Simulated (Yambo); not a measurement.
CaGa2P2 (space group P6_3/mmc, No. 194), G0W0@LDA in Yambo (3×3×1 mesh, plasmon pole; 7 Ry block, no terminator). The number N of bands in W and G is varied.

| N | x = 1/N | gap Γ → (0, 0.333, 0) (eV) | shift of the valence edge (eV) |
|---|---|---|---|
| 124 | 0.00806 | 0.965 | 0.362 |
| 178 | 0.00562 | 0.985 | 0.084 |
| 243 | 0.00412 | 0.996 | -0.079 |
| 311 | 0.00322 | ? | ? |

Problem. Basis-set arguments suggest E = E∞ + A x. Fix A and E∞ from the two rows above the withheld one, predict the row at 311 bands, and test the form.

Solution. Gap: A = (0.996 − (0.985))/(0.00412 − 0.00562) = -7.33, E∞ = 1.026 eV, so 1.003 eV is predicted; the run gave 1.005 eV (miss 2 meV). The first two rows have slope -8.20, within 15 % of that. Shift: A = (-0.079 − (0.084))/(0.00412 − 0.00562) = 109, E∞ = -0.527 eV, so -0.177 eV is predicted; the run gave -0.181 eV (miss 4 meV). The first two rows have slope 114, within 15 % of that. The other settings are held fixed.

The standard potential for Ga keeps a d shell in the valence without the s and p states of that shell. In tests on such compounds this moved G0W0 gaps by up to about 0.9 eV, so absolute quasiparticle energies here are unreliable; differences between settings are what counts.

Spin-orbit coupling is not included.

Geometry of the Materials Project entry, not relaxed at this level; primitive cell a = 3.8409 Å, b = 3.8409 Å, c = 16.4000 Å, α = 90.00°, β = 90.00°, γ = 120.00°.

The structure is a Materials Project entry; no match was found in the copy of COD used, and its stability was not checked.

A shift is the quasiparticle energy of the state minus its LDA energy.
